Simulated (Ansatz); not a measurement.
**BN — B-11 NMR of the central transition**

Cell: a Materials Project structure (computed, not necessarily an observed phase), ions relaxed with PBE at fixed cell.

```
B N
1.0
     2.50164    0.00000    0.00000
    -1.25082    2.16648    0.00000
     0.00000    0.00000    7.36932
B N
2 2
Cartesian
  1.2508 0.7222 5.5270
  0.0000 1.4443 1.8423
  0.0000 0.0000 5.5270
  0.0000 0.0000 1.8423
```

Atom numbers follow the list; atoms alike are taken as one site, whose name carries the number of the first.

The numbers come from a DFT calculation in Ansatz (r2SCAN, plane waves and PAW, scalar-relativistic, 500 eV cutoff, Γ-centred 14×14×4 k-points, Fermi–Dirac smearing 0.02 eV).

B-11 has I = 3/2 and Q = 40.59 mb (Pyykkö 2018); at 23.5 T its Larmor frequency is ν₀ = 321.1 MHz. Only the quadrupole interaction is simulated: positions count from each site's isotropic chemical shift, and J coupling is left out, as are shift anisotropy and dipolar coupling, which fast spinning averages.

**Question.** Simulate the second-order pattern (fast magic-angle spinning, Gaussian broadening 0.08 kHz) of site B (3 N at 1.44 Å).

**Answer.** The calculation gives C_Q = 2.87 MHz and η = 0.00, so ν_Q = 1.43 MHz and the centre of gravity lies at -1.99 ppm (-0.640 kHz).

(offset (kHz), height): (-1.665, 0), (-1.616, 2), (-1.567, 5), (-1.518, 6), (-1.469, 6), (-1.420, 6), (-1.371, 6), (-1.322, 6), (-1.273, 6), (-1.224, 7), (-1.175, 7), (-1.126, 7), (-1.076, 11), (-1.027, 43), (-0.978, 81), (-0.929, 68), (-0.880, 53), (-0.831, 46), (-0.782, 43), (-0.733, 42), (-0.684, 41), (-0.635, 41), (-0.586, 41), (-0.537, 43), (-0.488, 45), (-0.439, 48), (-0.390, 54), (-0.341, 65), (-0.292, 89), (-0.243, 100), (-0.194, 40), (-0.145, 3)

An axis of threefold or higher order runs through B, so V_zz lies along it and η is zero.

The run took 2 s of wall time (5.9 s of CPU time) and 0.49 GiB at its peak, on 4 threads of Intel Xeon Platinum 8375C CPU @ 2.90GHz (Ice Lake) (x86_64; 48 cores open to the job, memory cap 10.0 GiB, no GPU), a shared host with a load of 0.5 a core.
